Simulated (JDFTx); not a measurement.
```json
{
  "surface": "Ru(1 0 -1 0)",
  "bulk": "Ru, P6_3/mmc, lattice of mp-33 (not re-optimised)",
  "slab": "6 atoms in 6 planes, 1x1, 5.3 Å between the outermost planes",
  "in-plane cell": "2.708 × 4.268 Å, 11.56 Å²",
  "cell_height": "21.5 Å",
  "sampling": "8×6×1 k mesh, Fermi smearing 0.01 Ha, no spin polarisation"
}
```

Profiles through the double layer of this slab, charged, in CANDLE, acetonitrile, 1 M NaCl; PBE, GBRV ultrasoft potentials, plane waves to 20/100 Ha, a modified build of JDFTx. z is the height above the outermost atoms, φ the plane-averaged electrostatic potential energy of an electron (zero in the bulk liquid), ρ_b the bound charge of solvent and ions, s the cavity shape function (0 in the solid, 1 in the liquid).

| z (Å) | n (e/Å³) | s | φ (eV) | ρ_b (10⁻³ e/Å³) |
|---|---|---|---|---|
| 0.92 | 0.1604 | 0.00 | -3.207 | -0.01 |
| 1.37 | 0.0425 | 0.00 | -1.274 | -0.39 |
| 1.82 | 0.0127 | 0.00 | -0.381 | -2.76 |
| 2.26 | 0.0038 | 0.05 | -0.103 | -1.83 |
| 2.71 | 0.0011 | 0.17 | -0.049 | 0.22 |
| 3.16 | 0.0003 | 0.30 | -0.032 | 0.15 |
| 3.61 | 0.0001 | 0.44 | -0.022 | 0.02 |
| 4.05 | 0.0000 | 0.57 | -0.017 | -0.02 |
| 4.50 | 0.0000 | 0.71 | -0.013 | -0.02 |
| 4.95 | 0.0000 | 0.84 | -0.010 | -0.02 |
| 5.40 | 0.0000 | 0.95 | -0.008 | -0.01 |
| 5.85 | 0.0000 | 1.00 | -0.006 | -0.01 |
| 6.29 | 0.0000 | 1.00 | -0.005 | -0.01 |
| 6.74 | 0.0000 | 1.00 | -0.004 | -0.01 |
| 7.19 | 0.0000 | 1.00 | -0.003 | 0.00 |
| 7.64 | 0.0000 | 1.00 | -0.003 | 0.00 |

Task: Is the electrode positively or negatively charged, and roughly by how much?

Result: Positively: σ = 3.4 μC/cm² per face. The liquid's bound charge is of the opposite sign overall, and far from the surface φ decays with the screening length (2.1 Å).
